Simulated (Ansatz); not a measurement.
Step by step: YHg₂, 30 steps of 1.5 fs from 500 K

Theory: Ansatz 0.2.0, DFT, LDA, all-electron LAPW, scalar-relativistic.

Command: `ansatz run input.yaml --threads 2 --pin off --max-ram 6144MiB --backend cpu --events-out ev --progress --plain --runs-dir out` The run took 20 min on 2 threads of Arm Neoverse V1, with other jobs on the host, peak memory 0.72 GiB.

```yaml
crystal:
  lattice:
    - [4.771, 0.0, 0.0]
    - [-2.3855, 4.1318072015, 0.0]
    - [0.0, 0.0, 3.536]
  atoms:
    - { symbol: "Y", position: [0.0, 0.0, 0.0] }
    - { symbol: Hg, position: [0.3333333333, 0.6666666667, 0.5] }
    - { symbol: Hg, position: [0.6666666667, 0.3333333333, 0.5] }
kpoints:
  mp_grid: { grid: [5, 5, 5] }
scf:
  occupations: { method: fermi_dirac, width: 0.08 }
hamiltonian:
  xc: lda
  pseudopotentials: { kind: all_electron, lapw: { basis_error: 0.001 } }
output:
  forces: true
  stress: true
md:
  timestep: 1.5
  n_steps: 30
  ensemble: nvt_langevin
  temperature: 500
  initial_velocities: maxwell_boltzmann
  seed: 281759
```

Spin polarisation is left out, and whether a magnetic state lies lower isn't shown here.

Spin–orbit coupling is left out, though it moves levels of the heavy atoms by tenths of an eV or more.

The geometry is COD entry 1522355, unchecked; take it as a test cell.

Each frame lists Cartesian positions (Å) and forces (eV/Å). Free energies count from the first step, -1159096.1297 eV.

Step 0 (t = 0.0 fs): E = 0.0 meV, T = 333 K

```
Y     0.0000    0.0000    0.0000     0.000   0.000   0.000
Hg    0.0000    2.7545    1.7680     0.000   0.000   0.000
Hg    2.3855    1.3773    1.7680     0.000   0.000   0.000
```

Step 1 (t = 1.5 fs): E = +0.1 meV, T = 378 K

```
Y     0.0017   -0.0004   -0.0023    -0.006   0.002   0.007
Hg   -0.0016    2.7530    1.7713     0.023   0.024  -0.006
Hg    2.3866    1.3793    1.7657    -0.017  -0.026  -0.001
```

Step 2 (t = 3.0 fs): E = +0.4 meV, T = 329 K

```
Y     0.0038   -0.0007   -0.0048    -0.013   0.004   0.013
Hg   -0.0032    2.7515    1.7742     0.048   0.049  -0.011
Hg    2.3879    1.3812    1.7633    -0.035  -0.052  -0.002
```

Step 3 (t = 4.5 fs): E = +0.9 meV, T = 404 K

```
Y     0.0054   -0.0010   -0.0077    -0.018   0.006   0.021
Hg   -0.0049    2.7500    1.7770     0.076   0.074  -0.017
Hg    2.3895    1.3832    1.7609    -0.058  -0.079  -0.003
```

Step 4 (t = 6.0 fs): E = +1.7 meV, T = 386 K

```
Y     0.0065   -0.0012   -0.0112    -0.022   0.008   0.029
Hg   -0.0070    2.7486    1.7797     0.106   0.100  -0.024
Hg    2.3910    1.3857    1.7586    -0.084  -0.108  -0.006
```

Step 5 (t = 7.5 fs): E = +2.8 meV, T = 475 K

```
Y     0.0075   -0.0011   -0.0156    -0.026   0.011   0.040
Hg   -0.0094    2.7476    1.7822     0.139   0.125  -0.031
Hg    2.3927    1.3883    1.7565    -0.113  -0.136  -0.009
```

Step 6 (t = 9.0 fs): E = +4.3 meV, T = 494 K

```
Y     0.0081   -0.0010   -0.0203    -0.029   0.014   0.052
Hg   -0.0120    2.7469    1.7847     0.176   0.150  -0.039
Hg    2.3946    1.3912    1.7544    -0.147  -0.164  -0.013
```

Step 7 (t = 10.5 fs): E = +6.1 meV, T = 462 K

```
Y     0.0085   -0.0006   -0.0252    -0.032   0.016   0.064
Hg   -0.0146    2.7462    1.7873     0.213   0.175  -0.047
Hg    2.3962    1.3940    1.7522    -0.181  -0.191  -0.017
```

Step 8 (t = 12.0 fs): E = +7.9 meV, T = 346 K

```
Y     0.0093    0.0000   -0.0301    -0.035   0.017   0.076
Hg   -0.0169    2.7456    1.7896     0.244   0.196  -0.055
Hg    2.3975    1.3964    1.7501    -0.209  -0.213  -0.021
```

Step 9 (t = 13.5 fs): E = +9.5 meV, T = 287 K

```
Y     0.0101    0.0001   -0.0345    -0.039   0.020   0.087
Hg   -0.0183    2.7454    1.7917     0.267   0.213  -0.062
Hg    2.3986    1.3987    1.7481    -0.228  -0.234  -0.025
```

Step 10 (t = 15.0 fs): E = +11.0 meV, T = 355 K

```
Y     0.0110   -0.0005   -0.0386    -0.041   0.027   0.096
Hg   -0.0190    2.7455    1.7940     0.283   0.227  -0.069
Hg    2.3997    1.4012    1.7457    -0.242  -0.254  -0.028
```

Step 11 (t = 16.5 fs): E = +12.7 meV, T = 354 K

```
Y     0.0121   -0.0011   -0.0429    -0.043   0.033   0.107
Hg   -0.0192    2.7454    1.7967     0.295   0.243  -0.076
Hg    2.4007    1.4037    1.7433    -0.252  -0.276  -0.031
```

Step 12 (t = 18.0 fs): E = +14.5 meV, T = 405 K

```
Y     0.0134   -0.0009   -0.0475    -0.045   0.035   0.119
Hg   -0.0191    2.7448    1.7996     0.306   0.263  -0.084
Hg    2.4017    1.4064    1.7413    -0.261  -0.299  -0.035
```

Step 13 (t = 19.5 fs): E = +16.7 meV, T = 364 K

```
Y     0.0147   -0.0002   -0.0524    -0.048   0.036   0.132
Hg   -0.0194    2.7441    1.8028     0.321   0.283  -0.093
Hg    2.4028    1.4086    1.7394    -0.273  -0.319  -0.040
```

Step 14 (t = 21.0 fs): E = +18.7 meV, T = 317 K

```
Y     0.0156    0.0003   -0.0574    -0.050   0.035   0.146
Hg   -0.0197    2.7431    1.8061     0.335   0.299  -0.102
Hg    2.4039    1.4098    1.7379    -0.285  -0.334  -0.045
```

Step 15 (t = 22.5 fs): E = +20.7 meV, T = 416 K

```
Y     0.0160    0.0006   -0.0630    -0.050   0.033   0.162
Hg   -0.0199    2.7420    1.8096     0.342   0.312  -0.111
Hg    2.4044    1.4105    1.7365    -0.292  -0.346  -0.051
```

Step 16 (t = 24.0 fs): E = +22.9 meV, T = 484 K

```
Y     0.0162    0.0005   -0.0698    -0.051   0.032   0.181
Hg   -0.0199    2.7408    1.8131     0.347   0.325  -0.123
Hg    2.4048    1.4111    1.7350    -0.296  -0.357  -0.058
```

Step 17 (t = 25.5 fs): E = +25.3 meV, T = 500 K

```
Y     0.0157    0.0001   -0.0772    -0.048   0.032   0.201
Hg   -0.0196    2.7396    1.8166     0.351   0.335  -0.135
Hg    2.4057    1.4114    1.7336    -0.303  -0.367  -0.066
```

Step 18 (t = 27.0 fs): E = +27.8 meV, T = 550 K

```
Y     0.0148   -0.0002   -0.0846    -0.042   0.031   0.221
Hg   -0.0189    2.7385    1.8203     0.355   0.343  -0.147
Hg    2.4071    1.4113    1.7322    -0.313  -0.373  -0.074
```

Step 19 (t = 28.5 fs): E = +30.2 meV, T = 530 K

```
Y     0.0136    0.0004   -0.0919    -0.035   0.027   0.240
Hg   -0.0178    2.7376    1.8241     0.355   0.349  -0.158
Hg    2.4086    1.4111    1.7307    -0.320  -0.376  -0.082
```

Step 20 (t = 30.0 fs): E = +32.1 meV, T = 476 K

```
Y     0.0121    0.0014   -0.0983    -0.026   0.021   0.257
Hg   -0.0162    2.7370    1.8277     0.348   0.354  -0.169
Hg    2.4100    1.4108    1.7288    -0.322  -0.375  -0.088
```

Step 21 (t = 31.5 fs): E = +34.0 meV, T = 370 K

```
Y     0.0107    0.0022   -0.1040    -0.018   0.016   0.272
Hg   -0.0145    2.7361    1.8309     0.341   0.361  -0.178
Hg    2.4112    1.4106    1.7267    -0.323  -0.377  -0.093
```

Step 22 (t = 33.0 fs): E = +36.1 meV, T = 415 K

```
Y     0.0091    0.0029   -0.1095    -0.010   0.011   0.285
Hg   -0.0131    2.7352    1.8340     0.333   0.369  -0.187
Hg    2.4120    1.4107    1.7245    -0.323  -0.380  -0.098
```

Step 23 (t = 34.5 fs): E = +38.5 meV, T = 451 K

```
Y     0.0076    0.0037   -0.1154    -0.002   0.007   0.300
Hg   -0.0120    2.7342    1.8374     0.327   0.378  -0.197
Hg    2.4128    1.4109    1.7222    -0.325  -0.385  -0.103
```

Step 24 (t = 36.0 fs): E = +41.4 meV, T = 508 K

```
Y     0.0066    0.0044   -0.1219     0.004   0.002   0.316
Hg   -0.0110    2.7333    1.8409     0.325   0.387  -0.207
Hg    2.4139    1.4110    1.7198    -0.329  -0.389  -0.109
```

Step 25 (t = 37.5 fs): E = +44.1 meV, T = 454 K

```
Y     0.0062    0.0052   -0.1284     0.009  -0.002   0.333
Hg   -0.0095    2.7326    1.8445     0.319   0.393  -0.218
Hg    2.4149    1.4109    1.7178    -0.327  -0.391  -0.115
```

Step 26 (t = 39.0 fs): E = +46.9 meV, T = 465 K

```
Y     0.0063    0.0060   -0.1347     0.012  -0.007   0.349
Hg   -0.0075    2.7317    1.8480     0.306   0.401  -0.228
Hg    2.4156    1.4112    1.7161    -0.318  -0.395  -0.121
```

Step 27 (t = 40.5 fs): E = +49.8 meV, T = 476 K

```
Y     0.0069    0.0062   -0.1410     0.014  -0.009   0.365
Hg   -0.0054    2.7308    1.8514     0.292   0.410  -0.238
Hg    2.4160    1.4117    1.7140    -0.307  -0.401  -0.127
```

Step 28 (t = 42.0 fs): E = +52.8 meV, T = 441 K

```
Y     0.0078    0.0061   -0.1475     0.014  -0.009   0.380
Hg   -0.0040    2.7300    1.8544     0.283   0.418  -0.248
Hg    2.4163    1.4123    1.7114    -0.298  -0.409  -0.132
```

Step 29 (t = 43.5 fs): E = +55.8 meV, T = 449 K

```
Y     0.0086    0.0057   -0.1538     0.014  -0.009   0.394
Hg   -0.0028    2.7290    1.8571     0.275   0.426  -0.257
Hg    2.4164    1.4128    1.7084    -0.289  -0.417  -0.137
```

Step 30 (t = 45.0 fs): E = +58.8 meV, T = 539 K

```
Y     0.0096    0.0052   -0.1604     0.013  -0.009   0.407
Hg   -0.0011    2.7279    1.8596     0.260   0.435  -0.266
Hg    2.4161    1.4132    1.7050    -0.273  -0.426  -0.141
```

Q: What is the mean temperature over the last 16 frames?

A: 470 K; so short a run of so small a cell isn't equilibrated.
